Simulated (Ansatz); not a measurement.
Ag: energy along a strain

Ag, Fm-3m, a = 4.054 Å. Ansatz: PBEsol, PAW, 420 eV, Γ-centred 26×26×26 mesh on 1 atom, Gaussian smearing 0.15 eV; no spin polarisation. Cell vectors (Å): 0.000 2.027 2.027; 2.027 0.000 2.027; 2.027 2.027 0.000. The cell is strained by x per cent times the pattern (1 -1 0 0 0 0) in the order xx yy zz yz xz xy (engineering shears), with fractional coordinates held. y is the free energy over the start, V0 = 16.662 Å³/atom. Symmetry makes y even in x.

```tsv
x (%)	y (meV/atom)
-2.00	1.84
-1.00	0.47
0.00	0.00
0.25	0.03
0.50	0.12
0.75	0.26
1.25	0.73
1.50	1.05
1.75	?
```

Problem. Fit y = c2 x² + c4 x⁴ to the other rows, get the stiffness along the pattern, and predict the missing energy.

Solution. Least squares on the rows shown. y = 0.4727 x² − 0.003128 x⁴. The clamped-ion stiffness p·C·p = 2 × 4.727 eV × 160.2 / 16.662 Å³ = 91 GPa. At x = 1.75 the fit asked for gives 1.42 meV/atom. The run gave 1.42 meV/atom, the same to the digits shown.

Cost: 9 runs of about 3.5 core-minutes in all, on Arm Neoverse V2 (shared hosts).